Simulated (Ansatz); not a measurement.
Consider the following.

TaN:
Space group Fm-3m (No. 225); a = 4.396 Å, b = 4.396 Å, c = 4.396 Å, α = 90.00°, β = 90.00°, γ = 90.00°

```csv
atom,site,symmetry,x,y,z
Ta,4b,m-3m,0.5000,0.5000,0.5000
N,4a,m-3m,0.0000,0.0000,0.0000
```
(The calculation used a cell of 2 atoms; values per cell refer to that cell.)

This is the r²SCAN-relaxed structure.

Question: All from r²SCAN in the plane-wave PAW code Ansatz, unless another level is named. Predict the bulk modulus (Birch–Murnaghan fit).

Answer: 352 GPa.

Question: Predict the elastic constants (relaxed ions, GPa).

Answer: C11 = 763, C12 = 146, C44 = 56.9.

Question: And the highest zone-centre frequency?

Answer: 394 cm⁻¹.

This is a known high-temperature phase of the composition, computed here at zero pressure and temperature. Symmetry was held in the r²SCAN relaxation; whether a distortion lowers the energy is not shown. No spin polarisation was allowed. As this level gives no gap, shear constants depend on the k-mesh and smearing (Fermi–Dirac, 0.1 eV here). As this level gives no gap, phonon frequencies hold no LO–TO term and depend on the k-mesh and smearing (Fermi–Dirac, 0.1 eV here). Scalar-relativistic: spin–orbit coupling is off unless named, which matters more the heavier the elements.

Potentials: the earlier of the program's two PAW sets. The files were generated under PBE; for other functionals the program regenerates the frozen cores, and for LDA and PBEsol the local potential too.
